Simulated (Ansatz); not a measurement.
The relaxed structure here is a generated cell of SnO: the first start was made by placing the elements on the sites of a structure type, and the end was not matched to a known phase here, so it may be hypothetical. Known forms of SnO include space group No. 129.

The end point of a relaxation of SnO. Space group R3m (No. 160). Calculation: PBEsol (plane waves to 420 eV, PAW, scalar-relativistic; Ansatz, a program for electronic structure).

```xyz
2
Lattice="2.0694 1.1948 2.3460 -2.0694 1.1948 2.3460 0.0000 -2.3895 2.3460" Properties=species:S:1:pos:R:3 pbc="T T T"
O      0.0000     0.0000     1.9192
Sn     0.0000     0.0000     6.8225
```

| Property | Value |
|---|---|
| Volume per atom | 17.40 Å³ |
| Band gap | 1.41 eV, indirect (valence top at 76 % of the way from Γ to S0, conduction bottom at 85 % of the way from H0 to L) (no spin-orbit coupling) |
| Smallest direct gap | 1.75 eV at 62 % of the way from H0 to L |
| Shortest distances | O–Sn 2.13 Å; Sn–Sn 3.35 Å; O–O 3.35 Å |
| k-mesh | 10×10×10 |

Band energies at high-symmetry points (eV from the VBM; labels of this space group; no spin-orbit coupling), from −5 eV up to 3.0 eV:

```
point                energies
-----  ----------------------
Γ           -3.15 -3.15 -2.94
T           -4.13 -4.13 -2.23
H2     -4.82 -4.61 -0.87 2.01
H0     -4.82 -4.61 -0.87 2.01
L      -3.27 -3.21 -1.19 1.41
S0           -3.31 -0.93 2.20
S2           -3.31 -0.93 2.20
F            -3.39 -1.57 2.34
```

No spin polarisation in the result.

It was reached from a disturbed copy of a F-43m (No. 216) cell (zinc blende type), against which it lies -0.15 eV/atom.
